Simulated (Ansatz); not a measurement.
NiGePd:
```xyz
6
Lattice="3.6106 0.0000 0.0000 0.0000 3.6106 0.0000 0.0000 0.0000 6.2194" Properties=species:S:1:pos:R:3 pbc="T T T"
Ni     1.8053     1.8053     0.0000
Ni     0.0000     0.0000     0.0000
Ge     1.8053     0.0000     1.5179
Ge     0.0000     1.8053     4.7015
Pd     1.8053     0.0000     3.9796
Pd     0.0000     1.8053     2.2398
```

Relaxed with r²SCAN. Special points in fractions of this cell's reciprocal vectors: Γ (0.000, 0.000, 0.000); X (0.000, 0.500, 0.000); M (0.500, 0.500, 0.000); Z (0.000, 0.000, 0.500); R (0.000, 0.500, 0.500); A (0.500, 0.500, 0.500).

### Question
List the band energies nearest the Fermi level at these points for plane-wave PAW r²SCAN (Ansatz code).

### Answer
In eV from the Fermi level; about four levels below and three above (degenerate sets whole), none deeper than 8.9 eV; points with the same levels are listed once.

| k | below | above |
|---|---|---|
| Γ | -1.21 -0.53 -0.46 -0.46 | 3.97 3.97 4.41 |
| X | -1.95 -1.95 -1.29 -1.29 | 0.37 0.37 4.14 4.14 |
| M | -1.50 -1.50 -0.33 -0.33 | 0.56 0.56 0.58 0.58 |
| Z | -1.55 -1.52 -1.21 -0.53 | 1.40 1.40 2.13 2.13 2.13 |
| R | -1.79 -1.79 -1.73 -1.73 | 1.98 1.98 4.39 4.39 |
| A | -1.50 -1.50 -1.44 -1.44 | 0.47 0.47 0.63 0.63 |

Space group P4/nmm. The first step of the workflow began from a Materials Project structure, measured or hypothetical; the Crystallography Open Database copy checked does not list it. Its standing as an ambient phase is unchecked. The r²SCAN relaxation kept the symmetry of its start; whether a distortion lowers the energy is not shown. The run is not spin-polarised. Spin–orbit coupling is left out wherever it is not named.

Potentials: the earlier of the program's two PAW sets.
